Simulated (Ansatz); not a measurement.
Sc (hcp (Mg type), P6_3/mmc) at seven volumes, the program Ansatz at the r²SCAN level (PAW), shape and atoms relaxed at each. One row is withheld.

```
V (Å³/atom)  P (GPa)
-----------  -------
22.670          6.01
23.417             ?
24.164          1.76
24.912          0.00
25.659         -1.55
26.407         -2.92
27.154         -4.12
```

### Question
Fit the shown pressures and predict the withheld one.

### Answer
Third-order Birch–Murnaghan: P = (3/2)B₀(x^(7/2) − x^(5/2))[1 + (3/4)(B′ − 4)(x − 1)] with x = (V₀/V)^(2/3). Least squares on the six rows gives V₀ = 24.912 Å³/atom, B₀ = 54.95 GPa, B′ = 3.19. At V = 23.417, x = 1.0421 and P = 3.75 GPa. The run itself gave 3.75 GPa.

The cell was relaxed with r²SCAN under the symmetry of its start. No spin polarisation was allowed.

Potentials: the later of the program's two PAW sets.
